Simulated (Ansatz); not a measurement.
Ansatz input

```yaml
crystal:
  lattice:
    - [0.0, 2.6371960065, 2.6371960065]
    - [2.6371960065, 0.0, 2.6371960065]
    - [2.6371960065, 2.6371960065, 0.0]
  atoms:
    - { symbol: P, position: [0.125, 0.125, 0.125] }
    - { symbol: P, position: [0.875, 0.875, 0.875] }
hamiltonian:
  xc: r2scan
  pseudopotentials:
    kind: paw
    azcp:
      P: "pseudopotentials/P.paw.azcp"
basis:
  ecutwfc: 500
  fft_grid_basis: typed
kpoints:
  mp_grid: { grid: [11, 11, 11], shift: [0, 0, 0] }
magnetization:
  spin_polarized: false
scf:
  occupations: { method: fermi_dirac, width: 0.1 }
  lower_state_search: "off"
output:
  stress: true
```

Output

```
Engine: ansatz 0.2.0, x86_64-unknown-linux-gnu
Pseudopotentials: kind: paw
Pseudopotential: P, paw, valence charge 5, recommended cutoff 500 eV (meta_gga) 
Functional definition: r2SCAN
  parameter k0 = 0.174
  parameter k1 = 0.065
  parameter a1 = 4.9479
  exchange = r2scan_x(k0 = k0, k1 = k1, a1 = a1)
  correlation = r2scan_c
Crystal: 2 atoms, lattice volume = 36.682 Å³
Basis set: ecut = 500 eV, 941 PW (Γ), exchange–correlation on 120×120×120 points (64 copies of the dense FFT grid, shifted against one another)
Bands: 9, of which v1, the nominal top of the filled ones, is band 5 counted from 1 (4 counted from 0)
Symmetry: 48 space group operations
Space group: Fd-3m (ITA 227), of the structure as read, at distance tolerance 3.3e-5 Å
k-points: 56 of 1331
Non-local potential: P, projectors of the file, l = 0: 2, l = 1: 2, l = 2: 2
PAW form: soft (Blöchl's): semilocal exchange-correlation on the pseudo side does not see the compensation charge
PAW frozen core: P, regenerated for the run's functional (the file was generated under x = pbe(κ = 0.804, μ = 0.2195149727645171), c = pbe(β = 0.06672455060314922))
PAW one-centre angular grid: P, 302 points (default); XC on 160 Gauss nodes
Initial density: superposition of atomic densities (neutral atoms: chi_scale 0, normalization atom), corrected by the library's trained network
Initial wavefunctions: pseudopotential atomic-orbital guess
Functional: x = r2scan, c = r2scan; τ floored in thin density (d = 2e-4 eV/Å³)
SCF iter   1: F=-1516.995108 eV  HF=-1516.987891 eV  |F-HF|=7.22e-3  |Δ(HF+E_count)|=         —  Δρ=2.98e-3  dr2=3.64e-3  dr2_τ=7.63e-3  ethr=1.77e-3  ⟨swp⟩=5.8  Hψ=4244  notcnv=0
SCF iter   2: F=-1516.995920 eV  HF=-1516.996478 eV  |F-HF|=5.58e-4  |Δ(HF+E_count)|=   8.59e-3  Δρ=1.91e-3  dr2=1.41e-3  dr2_τ=3.01e-5  ethr=3.64e-5  ⟨swp⟩=2.3  Hψ=1422  notcnv=0
SCF iter   3: F=-1516.996140 eV  HF=-1516.996112 eV  |F-HF|=2.80e-5  |Δ(HF+E_count)|=   3.66e-4  Δρ=3.49e-4  dr2=2.79e-5  dr2_τ=1.12e-5  ethr=1.41e-5  ⟨swp⟩=2.9  Hψ=806  notcnv=0
SCF iter   4: F=-1516.996142 eV  HF=-1516.996139 eV  |F-HF|=2.96e-6  |Δ(HF+E_count)|=   2.76e-5  Δρ=1.27e-4  dr2=4.00e-6  dr2_τ=1.42e-6  ethr=2.79e-7  ⟨swp⟩=2.9  Hψ=874  notcnv=0
iter 5 did not close the SCF: its close was put off for the readings that it lacked (scf_convergence_deferred on its scf_iter line)
SCF iter   5: F=-1516.996143 eV  HF=-1516.996143 eV  |F-HF|=3.88e-9  |Δ(HF+E_count)|=   3.51e-6  Δρ=9.80e-6  dr2=2.86e-8  dr2_τ=9.57e-10  ethr=4.00e-8  ⟨swp⟩=2.0  Hψ=799  notcnv=0
SCF iter   6: F=-1516.996143 eV  HF=-1516.996143 eV  |F-HF|=2.34e-10  |Δ(HF+E_count)|=  7.32e-10  Δρ=2.43e-6  dr2=1.14e-9  dr2_τ=4.70e-11  ethr=2.86e-10  ⟨swp⟩=2.9  Hψ=2085  notcnv=0
SCF 1 converged in 6 iterations: F = -1516.996143 eV  dr2 = 1.14e-9
SCF converged after 6 iterations
Free energy (F): -1516.996143 eV
Harris-Foulkes:  -1516.996143 eV  (|F-HF|=2.34e-10)
Internal energy: -1516.969448 eV  (E = F + TS)
E sigma→0 (E₀):  -1516.982796 eV
Entropy (-TS):   -0.026694 eV (-13.347 meV/atom)
Fermi energy:    8.456998 eV
--- Per-component energies (eV) ---
  E_band       = 8.978355
  E_kinetic    = 141.037192
  E_local      = -118.874182  (includes V_loc(G=0)·N_el)
  E_nonlocal   = 66.566285
  E_hartree    = 30.047736
  E_xc         = -116.421487
  E_vxc        = -130.485835  (∫ρ·V_xc dr)
  E_paw        = -1151.480164  (= ΣΔE_a)
  E_vpaw       = -15.676575  (= ΣTr[D̂ρ^β])
  E_aug_tail   = 0.000001  (compensation charges beyond the density's cutoff)
  E_vtau       = 6.315935  (kinetic-family band-sum trace: ∫τ·v_τ [+ j·A + Jᵃ·Aᵃ] dr)
  E_ewald      = -367.663144
  E_core_change = -0.181684  (= ΣΔE_core)
  E_smearing   = -0.026694  (= −TS)
  E_closure    = -0.000000  (closes the sum)
  Σ components = -1516.996143   (vs F -1516.996143, Δ=0.00e0)
--- Stress (GPa, compression-positive) ---
        4.634445      -0.000000      -0.000000
        0.000000       4.634445      -0.000000
        0.000000       0.000000       4.634445
  P = ⅓ Tr σ = 4.6344 GPa (46.344 kbar)
```

Command:

```sh
ansatz run input.yaml --threads 1 --pin off --max-ram 3584MiB --backend cpu --events-out ev --progress --plain --runs-dir out
```

On 1 thread of Intel(R) Xeon(R) Platinum 8259CL CPU @ 2.50GHz (Skylake/Cascade Lake) (shared host) this took about 4.6 s of wall time and 4.5 s of CPU time.
